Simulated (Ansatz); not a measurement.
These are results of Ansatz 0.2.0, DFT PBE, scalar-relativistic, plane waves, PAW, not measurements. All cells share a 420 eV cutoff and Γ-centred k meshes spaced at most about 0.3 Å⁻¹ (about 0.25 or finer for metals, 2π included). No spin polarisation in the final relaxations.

Temperature and zero-point effects are left out.

Two relaxed structures of Si5Mo:

A.

```
CELL_PARAMETERS angstrom
2.90854 0.00000 0.00000
-1.45427 2.51887 0.00000
0.00000 0.00000 12.16067
ATOMIC_POSITIONS crystal
Si 0.66667 0.33333 0.83958
Si 0.00000 0.00000 0.67386
Si 0.66667 0.33333 0.50000
Si 0.00000 0.00000 0.32614
Si 0.66667 0.33333 0.16042
Mo 0.00000 0.00000 0.00000
```

B.

```
CELL_PARAMETERS angstrom
4.73574 0.00000 0.00000
-2.36787 4.10127 0.00000
0.00000 0.00000 4.63191
ATOMIC_POSITIONS crystal
Si 0.50000 0.00000 0.50000
Si 0.50000 0.50000 0.50000
Si 0.00000 0.50000 0.50000
Si 0.33333 0.66667 0.00000
Si 0.66667 0.33333 0.00000
Mo 0.00000 0.00000 0.00000
```

Question: Which would you expect to be lower, and how large is the difference?

Answer: A is lower, by 293 meV/atom. A has Si and Mo ordered on hcp sites, space group P-6m2 (No. 187), 14.8 Å³/atom and no gap on its mesh; B has space group P6/mmm (No. 191), 15.0 Å³/atom and no gap. Counting Si atoms around Mo (those within 1.25 times the shortest such distance or 1.15 times the sum of covalent radii; a plus sign parts nearer from farther groups), A has Mo 6 and B has Mo 6+12. B holds Si–Si nets (shortest 2.37 Å); in A the shortest Si–Si distance is 2.62 Å, near bonding range too. Even the lower one lies +0.34 eV/atom against the reference forms of the elements (uncorrected), so neither is stable at this level. In A, around Si on a site of symmetry 3m lie 3 Mo at 2.57 Å, 3 Si at 2.62 Å and 6 Si at 2.91 Å; around Si on a second site of symmetry 3m lie 6 Si at 2.62–2.70 Å and 6 Si at 2.91 Å; around Mo lie 6 Si at 2.57 Å and 6 Mo at 2.91 Å; 1 more site not described. In B, Si on a site of symmetry mmm has 4 Si at 2.37 Å and 4 Si at 2.69 Å; around Si on a site of symmetry -6m2 lie 9 Si at 2.69–2.73 Å and 3 Mo at 2.73 Å; around Mo lie 6 Si at 2.73 Å and 12 Si at 3.31 Å. Both come from invented guesses.

Cells relaxed within their symmetry can be saddle points.
